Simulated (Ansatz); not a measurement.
# Y₂C squeezed and stretched

A database entry relaxed whole under r2SCAN (R-3m):

```yaml
crystal:
  lattice:
    - [1.80945, 1.04469, 6.13112]
    - [-1.80945, 1.04469, 6.13112]
    - [0.00000, -2.08938, 6.13112]
  atoms:
    - { symbol: Y, position: [0.26022, 0.26022, 0.26022] }
    - { symbol: Y, position: [0.73978, 0.73978, 0.73978] }
    - { symbol: C, position: [0.00000, 0.00000, 0.00000] }
```

The cell was scaled uniformly, its shape held, and the atoms relaxed at each volume with plane-wave PAW DFT (Ansatz 0.2.0; r2SCAN, 500 eV, 11×11×11 Γ-centred mesh, fermi-dirac occupations of width 0.100 eV; no spin, no spin-orbit coupling). One row is withheld.

```
volume (Å³/atom)  energy over the lowest (meV/atom)  pressure (GPa)
          21.789                               18.6            4.57
          22.252                                7.9            2.89
          22.716                                1.8            1.39
          23.179                                0.0           -0.02
          23.643                                  ?               ?
          24.107                                7.7           -2.45
          24.570                               16.6           -3.50
```

Q: Fit the pressures of the other rows to the third-order Birch-Murnaghan form.

A: With f = [(V₀/V)^(2/3) − 1]/2 and P = 3B₀f(1 + 2f)^(5/2)[1 + 3(B₀′ − 4)f/2], least squares gives V₀ = 23.18 Å³ an atom, B₀ = 66.4 GPa and B₀′ = 3.5; the rows miss the fit by 0.01 GPa. The slope of the energies differs from these pressures by 0.09 GPa, since they are taken to zero smearing while pressures follow the free energy.

Q: What does the withheld row hold?

A: The fit gives -1.28 GPa at 23.643 Å³; the run gave -1.27 GPa and 2.1 meV an atom.

Caveats: the shape of the cell was held, so B₀ is an upper bound where the axes differ in stiffness; 0 K, fixed nuclei; the symmetry was kept, and this need not be the phase that is stable at 0 K; one mesh for all volumes; pressure is positive in compression.
